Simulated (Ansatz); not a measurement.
Cu$_{3}$Sb in space group P6/mmm (No. 191; Sb on 1a, Cu on 1b, Cu on 2c), the program Ansatz at the PBE level (PAW), all energies at zero smearing, with the estimated change up to a 700 eV cutoff added, with one set of potentials and settings (totals compare only within such a set). Cell of 4 atoms (1 Sb, 3 Cu): -26358.441 eV.

```json
[
 {"element": "Sb", "reference phase": "R-3m, 2 atoms in the cell", "E (eV/atom)": "-6484.5760"},
 {"element": "Cu", "reference phase": "Fm-3m, 1 atoms in the cell", "E (eV/atom)": "-6625.1847"}
]
```

Formation energy per atom, worked out: (-26358.441 − 1×(-6484.5760) − 3×(-6625.1847))/4 = 0.422 eV/atom (41 kJ per mol of atoms), at 0 K, without zero-point energy or fitted corrections.

The start of the workflow was typed in or built on a structure type; neither database checked (COD, Materials Project) lists it. Its standing as an ambient phase is unchecked. Symmetry was held in the PBE relaxation; whether a distortion lowers the energy is not shown. The run is not spin-polarised. Its formation energy is positive at this level, so the cell may be metastable or incomplete. The references are the lowest solids computed at this level, not always the standard phases. Scalar-relativistic: spin–orbit coupling is off unless named, which matters more the heavier the elements.

Potentials: the earlier of the program's two PAW sets.
